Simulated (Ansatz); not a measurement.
## An inverse problem

Cell vectors (Å):

```
 3.4191  0.0000  0.0000
-1.7095  2.9610  0.0000
 0.0000  0.0000  5.7112
```

| atom | a | b | c |
| --- | --- | --- | --- |
| X | 0.3333 | 0.6667 | 0.2500 |
| X | 0.6667 | 0.3333 | 0.7500 |

The calculation used LDA, all-electron LAPW in Ansatz 0.2.0, scalar-relativistic. k mesh 16×16×10, strains of ±0.003, Fermi-Dirac smearing of 0.080 eV.

Elastic constants of a crystal by Kohn-Sham DFT: slopes of the stress over finite engineering strains of the given cell, Voigt indices, Cartesian axes as in the cell vectors.

| index | elastic (GPa) |
| --- | --- |
| 11 | 75.6 |
| 12 | 48.7 |
| 13 | 32.1 |
| 33 | 91.4 |
| 44 | 11.7 |

Q: All X atoms are one element. Which one was computed?

A: Pb; the crystal is Pb (P6_3/mmc, a database entry that needn't be its stable phase).

Known limits: responses of metals move with mesh and smearing; elastic stability says nothing of phonons or of other phases; no spin-orbit coupling on heavy atoms.
